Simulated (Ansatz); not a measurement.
Here is the system:

TaAl:
```cif
data_AlTa
_chemical_formula_sum 'Ta1 Al1'
_space_group_name_H-M_alt 'Pm-3m'
_space_group_IT_number 221
_space_group_name_Hall '-P 4 2 3'
_cell_length_a 3.19621
_cell_length_b 3.19621
_cell_length_c 3.19621
_cell_angle_alpha 90.000
_cell_angle_beta 90.000
_cell_angle_gamma 90.000
loop_
_atom_site_label
_atom_site_type_symbol
_atom_site_symmetry_multiplicity
_atom_site_Wyckoff_symbol
_atom_site_fract_x
_atom_site_fract_y
_atom_site_fract_z
_atom_site_occupancy
Ta1 Ta 1 a 0.00000 0.00000 0.00000 1
Al1 Al 1 b 0.50000 0.50000 0.50000 1
```

This is the PBEsol-relaxed structure.

### Question
All from DFT-PBEsol in the program Ansatz with PAW potentials, unless another level is named. Estimate the density of states at the Fermi level.

### Answer
1.0 states/eV per atom (mean over ±0.08 eV).

### Question
Predict the formation energy from the elements (no fitted shifts).

### Answer
0.099 eV/atom.

The start of the workflow was typed in or built on a structure type; neither database checked (COD, Materials Project) lists it. Whether it is the stable phase at ambient conditions was not checked. The cell was relaxed with PBEsol under the symmetry of its start. At this level the phase is mechanically unstable. The run is not spin-polarised. The references are the lowest solids computed at this level, not always the standard phases. Scalar-relativistic: spin–orbit coupling is off unless named, which matters more the heavier the elements.

Potentials: the earlier of the program's two PAW sets. The files were generated under PBE; for other functionals the program regenerates the frozen cores, and for LDA and PBEsol the local potential too.
